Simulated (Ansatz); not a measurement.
# Relaxing a structure of BaS$_{2}$

The start is a relaxed BaS2 cell, doubled along one cell vector, shaken by Gaussian noise of σ = 0.08 Å a coordinate. Cell shape, volume and atoms are optimised at zero target pressure with r2SCAN (plane waves to 500 eV, PAW, scalar-relativistic; Ansatz, a first-principles code). The first steps use a coarse 6×6×2 k-mesh.

The start:
```yaml
crystal:
  lattice:
    - [4.67841, -2.39218, 0.00000]
    - [4.67841, 2.39218, 0.00000]
    - [-8.59340, 0.00000, 15.97869]
  atoms:
    - { symbol: Ba, position: [0.14212, 0.86553, 0.37193] }
    - { symbol: Ba, position: [0.13855, 0.86446, 0.87205] }
    - { symbol: Ba, position: [0.87804, 0.12445, 0.12751] }
    - { symbol: Ba, position: [0.86338, 0.13834, 0.62861] }
    - { symbol: S, position: [0.47410, 0.20139, 0.23780] }
    - { symbol: S, position: [0.48935, 0.20874, 0.74201] }
    - { symbol: S, position: [0.51508, 0.80161, 0.25574] }
    - { symbol: S, position: [0.52304, 0.80065, 0.76533] }
    - { symbol: S, position: [0.81108, 0.52267, 0.00858] }
    - { symbol: S, position: [0.80775, 0.46696, 0.50038] }
    - { symbol: S, position: [0.18848, 0.48394, 0.48030] }
    - { symbol: S, position: [0.20993, 0.49306, 0.99435] }
```

**Question.** Which atoms feel the largest initial force, and how large is it?

**Answer.** 1.31 eV/Å, on S8 (atoms numbered as listed).

**Question.** Does it find its way back to the structure it was made from?

**Answer.** It returns to the parent structure, C2/c (No. 15).

**Question.** What band gap does the relaxed structure have at this level?

**Answer.** 1.95 eV, indirect (valence top at k = (0, -0.5, -0.5), conduction bottom at Y2) (no spin-orbit coupling).

Relaxed structure:

```cif
data_Ba4S8
_chemical_formula_sum 'Ba4 S8'
_space_group_name_H-M_alt 'C2/c'
_space_group_IT_number 15
_space_group_name_Hall '-C 2yc'
_cell_length_a 9.35620
_cell_length_b 4.78560
_cell_length_c 9.07108
_cell_angle_alpha 90.000
_cell_angle_beta 118.279
_cell_angle_gamma 90.000
loop_
_atom_site_label
_atom_site_type_symbol
_atom_site_symmetry_multiplicity
_atom_site_Wyckoff_symbol
_atom_site_fract_x
_atom_site_fract_y
_atom_site_fract_z
_atom_site_occupancy
Ba1 Ba 4 e 0.00000 0.14294 0.75000 1
S1 S 8 f 0.16145 0.64675 0.02107 1
```
(The calculation used a cell of 6 atoms; values per cell refer to that cell.)

Final values are on a 8×8×4 k-mesh of the relaxed cell. The relaxed cell holds bonded S–S pairs (2.11 Å). No spin polarisation in the result.
